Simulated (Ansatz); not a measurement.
SnC:
```
SnC
1.0
    0.00000     2.54360     2.54360
    2.54360     0.00000     2.54360
    2.54360     2.54360     0.00000
Sn C
1 1
Direct
  0.00000   0.00000   0.00000
  0.25000   0.25000   0.25000
```

PBE (plane waves, PAW; program Ansatz) gives a gap of 0.62 eV without spin–orbit coupling, maximum at Γ, minimum at Γ.

### Question
What happens when spin–orbit coupling is switched on?

### Answer
The gap drops by 0.01 eV, to 0.61 eV; maximum at Γ, minimum at Γ.

### Question
How large is the spin–orbit splitting of the valence top at Γ?

### Answer
The fourfold level lies 0.06 eV above the split-off pair.

### Question
Give the electron effective mass with spin–orbit coupling.

### Answer
0.063 mₑ (isotropic).

Space group F-43m (zinc blende). The start of the workflow was typed in or built on a structure type; neither database checked (COD, Materials Project) lists it. Its standing as an ambient phase is unchecked. The cell was relaxed with PBE under the symmetry of its start; whether a distortion lowers the energy is not shown. Its formation energy is positive at this level, so the cell may be metastable or incomplete.

Potentials: the later of the program's two PAW sets.
